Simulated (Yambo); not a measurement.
G0W0@LDA for AgCl (rock salt, space group Fm-3m, No. 225) in Yambo. Reference settings: 4×4×4 Γ-centred k mesh, bands 5 to 100 and a 10 Ry block in the screening, 100 bands in G with the Bruneval-Gonze terminator, plasmon pole fitted at 27.2 eV. The LDA gap L → Γ on this mesh is 0.63 eV; G0W0 gaps are taken between the same points.

The settings were changed. The gap went from 2.31 eV to 2.16 eV, and the shift of the valence edge from -1.09 eV to -0.79 eV.

Question: What was changed between the two runs?
A) 76 bands in W, 76 bands in G, 4 Ry block, no terminator
B) 2×2×2 mesh
C) 24 bands in W, 24 bands in G, 4 Ry block
D) 24 bands in W, 24 bands in G, 2 Ry block

Answer: A, 76 bands in W, 76 bands in G, 4 Ry block, no terminator. The others gave (gap, valence shift): 2×2×2 mesh: 2.40, -1.00 eV; 24 bands in W, 24 bands in G, 2 Ry block: 2.71, -0.85 eV; 24 bands in W, 24 bands in G, 4 Ry block: 2.68, -0.79 eV.

Spin-orbit coupling is not included.

Geometry relaxed with LDA; primitive cell a = b = c = 3.787 Å, α = β = γ = 60.00°.

A shift is the quasiparticle energy of the state minus its LDA energy.
